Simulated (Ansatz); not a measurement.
**HfC: consecutive steps of a trajectory**

The calculation used Ansatz 0.2.0, DFT PBEsol, scalar-relativistic, plane waves, PAW. The runs took a 420 eV cutoff, a shifted (0.5, 0.5, 0.5 steps) 2×2×2 mesh and Fermi–Dirac smearing (0.16 eV). The mesh is coarse. Spin–orbit coupling is left out, which can shift energies with elements as heavy as these. No spin polarisation.

16 atoms, starting at 1.06 times the perfect crystal's volume (space group Fm-3m, the cell as given, not relaxed at this level); Langevin thermostat at 1800 K (friction 0.005 fs⁻¹), fixed cell; 20 steps of 2 fs. The run is short and not equilibrated.

Positions in Å, velocities in 0.01 Å/fs, forces in eV/Å; dE is the potential energy from the first frame shown.

```xyz
16
Lattice="-4.7412 4.7412 0.0000 -4.7412 0.0000 4.7412 0.0000 4.7412 4.7412" Properties=species:S:1:pos:R:3:v100:R:3:forces:R:3 pbc="T T T" time_fs=14.00 dE_eV=0.0000 T_K=945
Hf   -7.0957    7.0266    7.0747    0.1731   -0.6026   -0.1573   -0.1359    3.0721    0.8958
Hf   -4.7826    4.7707    7.0990   -0.3549    0.1550   -0.0572    1.2025   -0.3432    0.2045
Hf   -4.7837    7.1010    4.7502   -0.3162   -0.0180    0.0720    0.9219    1.0580   -0.7381
Hf   -7.0761    4.7000    4.6890    0.3228   -0.1619   -0.3637   -0.8823    0.8131   -0.3822
Hf   -2.3478    4.7461    4.7394    0.1180    0.1408   -0.0682    0.4348    0.6210    0.7125
Hf   -4.7619    2.3505    4.7612   -0.0813   -0.1202    0.0692    0.3768    0.3164    0.2302
Hf   -4.6974    4.7816    2.4290    0.3289    0.4123    0.3885   -0.6841    0.2939   -0.8088
Hf   -2.3615    2.4457    2.4088    0.1449    0.5969    0.2004    0.1004   -0.5474   -1.1341
C     0.0365    0.0031   -0.0784    0.3234    0.3729   -0.3403   -0.6204    0.3742    1.0301
C    -2.3031    2.4767   -0.0570    0.2486   -0.0300   -0.2270   -0.6910   -1.4957    0.4812
C    -2.2609   -0.0758    2.3297   -0.0741   -0.1098   -0.2051   -0.9649    1.0622   -0.0708
C     0.0182    2.5056    2.4013   -0.0673    0.5827    0.1415   -0.1449   -0.7761    0.0127
C    -4.6816    2.6314    2.6332    0.3224    0.6763    0.8784   -0.3926   -2.0394   -2.6653
C    -2.3504    4.9267    2.3911    0.1712    0.5538    0.0081   -0.1288   -2.4409   -0.0303
C    -2.3176    2.3514    4.5188    0.0173   -0.0441   -0.6596   -0.2002    0.5030    2.7265
C    -4.8815    4.8628    4.8280   -0.1100    0.9508    0.0290    1.8088   -0.4712   -0.4638
16
Lattice="-4.7412 4.7412 0.0000 -4.7412 0.0000 4.7412 0.0000 4.7412 4.7412" Properties=species:S:1:pos:R:3:v100:R:3:forces:R:3 pbc="T T T" time_fs=16.00 dE_eV=0.2120 T_K=876
Hf   -7.0918    7.0151    7.0722    0.2153   -0.5392   -0.0936   -0.1922    3.4940    0.9451
Hf   -4.7900    4.7747    7.0980   -0.3836    0.2429   -0.0412    1.4088   -0.3641    0.2218
Hf   -4.7900    7.1008    4.7519   -0.3147    0.0024    0.0944    1.0336    1.2050   -0.7813
Hf   -7.0701    4.6967    4.6821    0.2828   -0.1693   -0.3237   -1.0033    0.8496   -0.4317
Hf   -2.3452    4.7494    4.7377    0.1464    0.1911   -0.0967    0.4354    0.6641    0.8672
Hf   -4.7631    2.3480    4.7626   -0.0424   -0.1332    0.0782    0.4326    0.3212    0.2916
Hf   -4.6915    4.7903    2.4364    0.2592    0.4660    0.3551   -0.8059    0.2283   -0.8971
Hf   -2.3586    2.4577    2.4130    0.1454    0.5974    0.2138    0.0449   -0.6784   -1.2955
C     0.0416    0.0099   -0.0819    0.1890    0.3040   -0.0024   -0.6594    0.3351    1.0737
C    -2.2973    2.4748   -0.0595    0.3328   -0.1621   -0.0228   -0.7275   -1.4695    0.4793
C    -2.2649   -0.0758    2.3278   -0.3195    0.1050    0.0171   -0.8675    1.0620   -0.0552
C     0.0149    2.5153    2.4030   -0.2597    0.3850    0.0257   -0.1015   -0.8508    0.0133
C    -4.6768    2.6406    2.6483    0.1498    0.2463    0.6216   -0.4277   -2.0103   -2.8378
C    -2.3477    4.9342    2.3928    0.0916    0.1719    0.1636   -0.1614   -2.6536   -0.0424
C    -2.3167    2.3518    4.5085    0.0793    0.0876   -0.3474   -0.1824    0.5048    2.9298
C    -4.8786    4.8819    4.8297    0.3965    0.9392    0.1400    1.7735   -0.6373   -0.4808
16
Lattice="-4.7412 4.7412 0.0000 -4.7412 0.0000 4.7412 0.0000 4.7412 4.7412" Properties=species:S:1:pos:R:3:v100:R:3:forces:R:3 pbc="T T T" time_fs=18.00 dE_eV=0.3222 T_K=916
Hf   -7.0872    7.0052    7.0708    0.2451   -0.4502   -0.0516   -0.2602    3.8003    0.9809
Hf   -4.7978    4.7802    7.0973   -0.3974    0.3081   -0.0300    1.6402   -0.4142    0.2374
Hf   -4.7970    7.1009    4.7540   -0.3877    0.0067    0.1211    1.1531    1.3582   -0.7982
Hf   -7.0643    4.6935    4.6760    0.2991   -0.1458   -0.2856   -1.0754    0.8615   -0.4732
Hf   -2.3415    4.7533    4.7353    0.2190    0.2003   -0.1476    0.4022    0.7012    1.0424
Hf   -4.7636    2.3454    4.7642   -0.0029   -0.1237    0.0784    0.4883    0.3239    0.3108
Hf   -4.6861    4.8000    2.4433    0.2818    0.4946    0.3302   -0.9119    0.1178   -0.9819
Hf   -2.3561    2.4695    2.4173    0.1050    0.5831    0.2137   -0.0125   -0.8109   -1.4358
C     0.0457    0.0167   -0.0803    0.2197    0.3708    0.1592   -0.6703    0.2984    1.0648
C    -2.2908    2.4682   -0.0604    0.3165   -0.4896   -0.0682   -0.7501   -1.3671    0.4460
C    -2.2729   -0.0732    2.3272   -0.4640    0.1533   -0.0748   -0.7398    1.0150   -0.0214
C     0.0107    2.5190    2.4011   -0.1550   -0.0181   -0.2103   -0.0419   -0.8698    0.0380
C    -4.6735    2.6428    2.6536    0.1821   -0.0188   -0.1019   -0.4704   -1.9332   -2.8941
C    -2.3467    4.9326    2.3957    0.0149   -0.3345    0.1284   -0.1777   -2.6981   -0.0746
C    -2.3156    2.3535    4.5025    0.0282    0.0828   -0.2462   -0.1716    0.4777    3.0757
C    -4.8663    4.9030    4.8325    0.8264    1.1526    0.1329    1.5980   -0.8607   -0.5167
16
Lattice="-4.7412 4.7412 0.0000 -4.7412 0.0000 4.7412 0.0000 4.7412 4.7412" Properties=species:S:1:pos:R:3:v100:R:3:forces:R:3 pbc="T T T" time_fs=20.00 dE_eV=0.3468 T_K=900
Hf   -7.0815    6.9964    7.0698    0.3234   -0.4334   -0.0469   -0.3432    3.9839    1.0050
Hf   -4.8053    4.7860    7.0967   -0.3512    0.2711   -0.0284    1.8735   -0.4826    0.2381
Hf   -4.8043    7.1011    4.7564   -0.3363    0.0122    0.1176    1.2775    1.5184   -0.7927
Hf   -7.0591    4.6914    4.6703    0.2186   -0.0668   -0.2887   -1.1170    0.8366   -0.5038
Hf   -2.3368    4.7575    4.7321    0.2558    0.2216   -0.1752    0.3417    0.7248    1.2262
Hf   -4.7635    2.3431    4.7657    0.0091   -0.1020    0.0766    0.5385    0.3218    0.2577
Hf   -4.6810    4.8103    2.4501    0.2275    0.5401    0.3486   -1.0066   -0.0174   -1.0744
Hf   -2.3537    2.4811    2.4212    0.1286    0.5828    0.1738   -0.0760   -0.9384   -1.5407
C     0.0485    0.0228   -0.0759    0.0539    0.2346    0.2785   -0.6535    0.2785    1.0128
C    -2.2866    2.4575   -0.0625    0.1035   -0.5629   -0.1463   -0.7304   -1.2002    0.4097
C    -2.2813   -0.0713    2.3267   -0.3679    0.0346    0.0217   -0.6136    0.9524    0.0245
C     0.0056    2.5172    2.3969   -0.3490   -0.1628   -0.2095    0.0302   -0.8370    0.0669
C    -4.6701    2.6415    2.6478    0.1539   -0.1105   -0.4643   -0.5258   -1.8656   -2.8069
C    -2.3461    4.9219    2.3977    0.0390   -0.7187    0.0604   -0.1743   -2.5671   -0.1158
C    -2.3161    2.3575    4.5011   -0.0760    0.3045    0.1083   -0.1592    0.4172    3.1390
C    -4.8479    4.9246    4.8341    0.9888    0.9841    0.0246    1.3380   -1.1254   -0.5457
16
Lattice="-4.7412 4.7412 0.0000 -4.7412 0.0000 4.7412 0.0000 4.7412 4.7412" Properties=species:S:1:pos:R:3:v100:R:3:forces:R:3 pbc="T T T" time_fs=22.00 dE_eV=0.2830 T_K=974
Hf   -7.0753    6.9883    7.0689    0.2995   -0.3709   -0.0452   -0.4272    4.0370    1.0159
Hf   -4.8123    4.7915    7.0965   -0.3487    0.2769    0.0116    2.0896   -0.5527    0.2218
Hf   -4.8113    7.1022    4.7590   -0.3669    0.0988    0.1392    1.4103    1.6663   -0.7542
Hf   -7.0546    4.6905    4.6650    0.2268   -0.0203   -0.2413   -1.1381    0.7814   -0.5114
Hf   -2.3318    4.7612    4.7292    0.2411    0.1425   -0.1092    0.2671    0.7364    1.4071
Hf   -4.7629    2.3410    4.7668    0.0523   -0.1063    0.0268    0.5734    0.3180    0.1686
Hf   -4.6766    4.8212    2.4571    0.2115    0.5522    0.3541   -1.0901   -0.1761   -1.1742
Hf   -2.3510    2.4926    2.4249    0.1474    0.5616    0.1985   -0.1492   -1.0788   -1.5606
C     0.0480    0.0256   -0.0659   -0.0923    0.0520    0.7152   -0.5979    0.3056    0.8875
C    -2.2844    2.4451   -0.0649    0.1207   -0.6565   -0.0975   -0.6791   -0.9985    0.3719
C    -2.2872   -0.0663    2.3271   -0.2131    0.4574    0.0257   -0.5266    0.8573    0.0746
C    -0.0014    2.5133    2.3918   -0.3488   -0.2216   -0.2913    0.1227   -0.7793    0.0932
C    -4.6676    2.6378    2.6334    0.0868   -0.2545   -0.9663   -0.5810   -1.8227   -2.6004
C    -2.3478    4.9009    2.3956   -0.2028   -1.3523   -0.2691   -0.1249   -2.2229   -0.1258
C    -2.3158    2.3649    4.5102    0.1029    0.4335    0.7933   -0.1852    0.3262    3.0286
C    -4.8256    4.9444    4.8334    1.2196    0.9779   -0.0916    1.0361   -1.3973   -0.5425
16
Lattice="-4.7412 4.7412 0.0000 -4.7412 0.0000 4.7412 0.0000 4.7412 4.7412" Properties=species:S:1:pos:R:3:v100:R:3:forces:R:3 pbc="T T T" time_fs=24.00 dE_eV=0.1436 T_K=1064
Hf   -7.0696    6.9807    7.0686    0.2690   -0.3922    0.0209   -0.5045    3.9726    1.0014
Hf   -4.8194    4.7969    7.0969   -0.3579    0.2649    0.0221    2.2959   -0.6290    0.1822
Hf   -4.8182    7.1042    4.7617   -0.3196    0.0990    0.1276    1.5408    1.7816   -0.6758
Hf   -7.0501    4.6897    4.6604    0.2268   -0.0604   -0.2195   -1.1591    0.7103   -0.4991
Hf   -2.3268    4.7646    4.7272    0.2635    0.1977   -0.0884    0.1778    0.7270    1.5808
Hf   -4.7614    2.3384    4.7672    0.0998   -0.1600    0.0168    0.5891    0.3140    0.0557
Hf   -4.6723    4.8322    2.4638    0.2171    0.5403    0.3159   -1.1828   -0.3607   -1.2756
Hf   -2.3478    2.5031    2.4287    0.1635    0.4927    0.1880   -0.2316   -1.2586   -1.4948
C     0.0414    0.0257   -0.0506   -0.5610   -0.0387    0.7917   -0.4816    0.3701    0.7059
C    -2.2837    2.4290   -0.0663   -0.0412   -0.9381   -0.0440   -0.6052   -0.7477    0.3199
C    -2.2926   -0.0555    2.3293   -0.3265    0.6034    0.1949   -0.4571    0.7087    0.1250
C    -0.0095    2.5078    2.3875   -0.4480   -0.3169   -0.1426    0.2296   -0.7077    0.1024
C    -4.6668    2.6310    2.6086   -0.0063   -0.4214   -1.4834   -0.6311   -1.7944   -2.2640
C    -2.3502    4.8684    2.3887   -0.0317   -1.8569   -0.4124   -0.0557   -1.6551   -0.0899
C    -2.3155    2.3727    4.5312   -0.0780    0.3384    1.2900   -0.2475    0.2286    2.7321
C    -4.8018    4.9615    4.8302    1.1314    0.7091   -0.2292    0.7230   -1.6598   -0.5064
16
Lattice="-4.7412 4.7412 0.0000 -4.7412 0.0000 4.7412 0.0000 4.7412 4.7412" Properties=species:S:1:pos:R:3:v100:R:3:forces:R:3 pbc="T T T" time_fs=26.00 dE_eV=-0.0191 T_K=1129
Hf   -7.0649    6.9736    7.0695    0.2025   -0.3230    0.0665   -0.5731    3.8762    0.9572
Hf   -4.8257    4.8022    7.0974   -0.2641    0.2597    0.0333    2.4990   -0.6883    0.1286
Hf   -4.8247    7.1072    4.7642   -0.3336    0.2065    0.1286    1.6620    1.8327   -0.5627
Hf   -7.0451    4.6881    4.6564    0.2691   -0.0997   -0.1733   -1.1822    0.6444   -0.4753
Hf   -2.3211    4.7682    4.7265    0.3022    0.1659    0.0147    0.0646    0.6824    1.7371
Hf   -4.7592    2.3351    4.7677    0.1145   -0.1657    0.0281    0.5970    0.3091   -0.0593
Hf   -4.6685    4.8432    2.4693    0.1584    0.5625    0.2321   -1.2764   -0.5838   -1.3510
Hf   -2.3449    2.5137    2.4322    0.1333    0.5613    0.1598   -0.3171   -1.4960   -1.3589
C     0.0309    0.0226   -0.0328   -0.4805   -0.2630    0.9755   -0.3341    0.4698    0.5148
C    -2.2862    2.4108   -0.0657   -0.2064   -0.8586    0.0933   -0.4894   -0.4715    0.2720
C    -2.3011   -0.0429    2.3349   -0.5156    0.6461    0.3686   -0.3554    0.5516    0.1548
C    -0.0142    2.5008    2.3863   -0.0147   -0.3802    0.0160    0.3018   -0.6467    0.0660
C    -4.6664    2.6161    2.5755    0.0387   -1.0613   -1.7925   -0.6679   -1.7044   -1.8424
C    -2.3487    4.8322    2.3821    0.1812   -1.7170   -0.2468   -0.0408   -1.0304   -0.0411
C    -2.3173    2.3790    4.5622   -0.1044    0.2864    1.7726   -0.3155    0.1476    2.2942
C    -4.7792    4.9747    4.8230    1.1049    0.5975   -0.4845    0.4275   -1.8927   -0.4341
```

What is the next frame? The thermostat's random kicks make it one of many possible.

```xyz
16
Lattice="-4.7412 4.7412 0.0000 -4.7412 0.0000 4.7412 0.0000 4.7412 4.7412" Properties=species:S:1:pos:R:3:v100:R:3:forces:R:3 pbc="T T T" time_fs=28.00 dE_eV=-0.1620 T_K=1216
Hf   -7.0611    6.9674    7.0700    0.1751   -0.2939   -0.0182   -0.6295    3.7826    0.9089
Hf   -4.8309    4.8069    7.0985   -0.2629    0.2178    0.0697    2.7017   -0.7140    0.0641
Hf   -4.8311    7.1114    4.7664   -0.3018    0.2104    0.0862    1.7946    1.7986   -0.4213
Hf   -7.0394    4.6864    4.6531    0.3065   -0.0722   -0.1569   -1.2100    0.5762   -0.4541
Hf   -2.3154    4.7717    4.7271    0.2706    0.1832    0.0497   -0.0701    0.6189    1.8686
Hf   -4.7573    2.3320    4.7684    0.0782   -0.1438    0.0393    0.6059    0.3090   -0.1602
Hf   -4.6654    4.8551    2.4735    0.1529    0.6233    0.1844   -1.3570   -0.8381   -1.3999
Hf   -2.3420    2.5253    2.4352    0.1509    0.5984    0.1363   -0.4072   -1.7980   -1.1982
C     0.0232    0.0155   -0.0146   -0.2814   -0.4324    0.8302   -0.2069    0.5996    0.3243
C    -2.2912    2.3933   -0.0644   -0.2784   -0.8735    0.0441   -0.3349   -0.1947    0.2448
C    -2.3133   -0.0307    2.3401   -0.6922    0.5681    0.1571   -0.2084    0.4171    0.1987
C    -0.0129    2.4928    2.3861    0.1424   -0.4139   -0.0384    0.3078   -0.6080    0.0014
C    -4.6667    2.5925    2.5364   -0.0652   -1.2821   -2.0772   -0.6718   -1.5432   -1.3786
C    -2.3454    4.7973    2.3798    0.1514   -1.7243    0.0192   -0.0543   -0.4309   -0.0256
C    -2.3187    2.3844    4.6013   -0.0442    0.2467    2.0980   -0.3939    0.0753    1.7536
C    -4.7555    4.9815    4.8109    1.2449    0.0638   -0.7147    0.1342   -2.0504   -0.3264
```

Cost: 1 run of about 5.7 core-minutes (earlier runs that led there not counted), on AMD EPYC 7R13 Processor (Zen 3) (shared hosts).